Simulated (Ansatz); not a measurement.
SiNi2:
```
SiNi2
1.0
    5.02954     0.00000     0.00000
    0.00000     3.72854     0.00000
    0.00000     0.00000     7.06998
Si Ni
4 8
Direct
  0.28659   0.25000   0.61467
  0.71341   0.75000   0.38533
  0.21341   0.75000   0.11467
  0.78659   0.25000   0.88533
  0.45946   0.25000   0.29640
  0.54054   0.75000   0.70360
  0.04054   0.75000   0.79640
  0.95946   0.25000   0.20360
  0.33094   0.25000   0.93968
  0.66906   0.75000   0.06032
  0.16906   0.75000   0.43968
  0.83094   0.25000   0.56032
```

Relaxed with PBE. Special points in fractions of this cell's reciprocal vectors: Γ (0.000, 0.000, 0.000); X (0.500, 0.000, 0.000); S (0.500, 0.500, 0.000); Y (0.000, 0.500, 0.000); Z (0.000, 0.000, 0.500); U (0.500, 0.000, 0.500); R (0.500, 0.500, 0.500); T (0.000, 0.500, 0.500).

### Question
List the band energies nearest the Fermi level at these points for plane-wave PAW PBE (Ansatz code).

### Answer
In eV from the Fermi level; about four levels below and three above (degenerate sets whole), none deeper than 8.9 eV; points with the same levels are listed once.

```json
[
 {"k": "Γ", "below": "-0.94 -0.92 -0.60 -0.22", "above": "0.65 0.85 1.88"},
 {"k": "X", "below": "-1.05 -1.05 -0.92 -0.92", "above": "1.21 1.21 1.88 1.88"},
 {"k": "S", "below": "-0.77 -0.77 -0.77 -0.77", "above": "0.02 0.02 0.02 0.02"},
 {"k": "Y", "below": "-0.94 -0.94 -0.91 -0.91", "above": "0.70 0.70 1.32 1.32"},
 {"k": "Z", "below": "-1.05 -1.05 -0.39 -0.39", "above": "0.24 0.24 1.36 1.36"},
 {"k": "U", "below": "-0.93 -0.93 -0.58 -0.58", "above": "0.30 0.30 1.86 1.86"},
 {"k": "R", "below": "-0.71 -0.71 -0.71 -0.71", "above": "0.49 0.49 0.49 0.49"},
 {"k": "T", "below": "-0.40 -0.40 -0.34 -0.34", "above": "1.11 1.11 1.92 1.92"}
]
```

Space group Pnma. Symmetry was held in the PBE relaxation. The run is not spin-polarised.

Potentials: the earlier of the program's two PAW sets.
